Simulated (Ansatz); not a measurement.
Guessed and relaxed cells of AlCu

The cell of AlCu is invented: random sheet by layer group and Wyckoff sites. Its size is a rough estimate.

Only a and b repeat, and vacuum parts the sheet from its images along c. Symmetry isn't written into the files.

start.cif

```cif
data_structure
_symmetry_space_group_name_H-M 'P 1'
_symmetry_Int_Tables_number 1
_cell_length_a 3.9717
_cell_length_b 3.9717
_cell_length_c 16.0000
_cell_angle_alpha 90.000
_cell_angle_beta 90.000
_cell_angle_gamma 120.000
_cell_volume 218.57
loop_
_atom_site_label
_atom_site_type_symbol
_atom_site_fract_x
_atom_site_fract_y
_atom_site_fract_z
_atom_site_occupancy
Al1 Al 0.00000 0.00000 0.45387 1
Cu1 Cu 0.00000 0.00000 0.54613 1
```

All numbers below come from DFT PBE, scalar-relativistic, plane waves, PAW in Ansatz. Cutoff 420 eV, Gaussian smearing, Γ-centred meshes. In-plane cell and atoms relax first on a coarse mesh and then on a finer one. In metals the finer mesh still leaves noise of several meV/atom or more. The steps can't lower the symmetry of their start. No spin polarisation.

end.cif

```cif
data_structure
_symmetry_space_group_name_H-M 'P 1'
_symmetry_Int_Tables_number 1
_cell_length_a 2.6185
_cell_length_b 2.6185
_cell_length_c 28.8485
_cell_angle_alpha 90.000
_cell_angle_beta 90.000
_cell_angle_gamma 120.000
_cell_volume 171.30
loop_
_atom_site_label
_atom_site_type_symbol
_atom_site_fract_x
_atom_site_fract_y
_atom_site_fract_z
_atom_site_occupancy
Al1 Al 0.00000 0.00000 0.23416 1
Cu1 Cu 0.00000 0.00000 0.32047 1
```

The symmetry stays p6mm (No. 77). The area per atom shrinks by 56.5 %, from 6.8 to 3.0 Å². The shortest distance goes from 1.48 Å (Al–Cu) to 2.49 Å (Al–Cu). The energy falls by about 5.0 eV/atom (the start's value is from the coarse mesh). The program sets the height of the box itself, so the height of the cell differs between start and end.

* Layer group: p6mm (No. 77)
* In-plane cell: a = 2.618 Å, b = 2.618 Å, γ = 120.0°
* Area per atom: 2.97 Å²
* Thickness between the outermost nuclei: 2.49 Å
* Formation energy: +0.52 eV/atom
* Gap on the 24×24×1 mesh of the 2-atom cell: 0 eV (a metal)

Energies over the elements count from the elements' standard structures at the same level, with no fitted energy shifts. The separate elements lie lower, so it is unstable against them.

The last run used Gaussian smearing of 0.10 eV. Symmetry constrained the relaxation, so the result can be a saddle point. In all, the 4 runs took 3.5 min on 1 thread of Arm Neoverse V1, on a shared host.
